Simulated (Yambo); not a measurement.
**CO₂: sweep of GW parameters**

G0W0@PBEsol for CO2 (space group Cmce, No. 64) in Yambo. Reference settings: 4×4×2 Γ-centred k mesh, 153 bands and a 8 Ry block in the screening, 153 bands in G with the Bruneval-Gonze terminator, plasmon pole fitted at 27.2 eV. The PBEsol gap (-0.5, -0.5, 0) → Γ on this mesh is 6.58 eV; G0W0 gaps are taken between the same points.

| change from the reference | G0W0 gap (-0.5, -0.5, 0) → Γ (eV) | shift of the valence edge (eV) | rough Yambo cost |
|---|---|---|---|
| reference settings | 10.18 | -2.14 | 1 |
| 57 bands in W, 57 bands in G | 10.33 | -2.03 | about 1/3 |
| 98 bands in W, 98 bands in G | 10.20 | -2.09 | within a factor of two |
| 57 bands in G | 10.18 | -2.14 | – |
| 98 bands in G | 10.18 | -2.14 | – |
| 70 bands in W | 10.27 | -2.06 | about 1/2 |
| 1 Ry block | 11.01 | -2.63 | within a factor of two |
| 7 Ry block | 10.15 | -2.12 | within a factor of two |
| 57 bands in G, no terminator | 9.91 | -1.56 | – |
| 98 bands in G, no terminator | 10.03 | -1.81 | – |
| no terminator | 10.10 | -1.96 | – |

The reference isn't shown to be the converged limit. Costs are rough (shared machines), scaled to the same edge states, and given only for runs that recompute the screening.

Geometry of the Materials Project entry, not relaxed at this level; primitive cell a = b = 3.5563 Å, c = 6.5872 Å, α = β = 90.00°, γ = 84.34°.

The structure is a Materials Project entry; no match was found in the copy of COD used, and its stability was not checked.

A shift is the quasiparticle energy of the state minus its PBEsol energy.

The distance between layers or molecules is the database entry's, not relaxed here. Functionals without dispersion can leave it too large, which widens gaps and weakens the response across layers: the numbers belong to this cell.
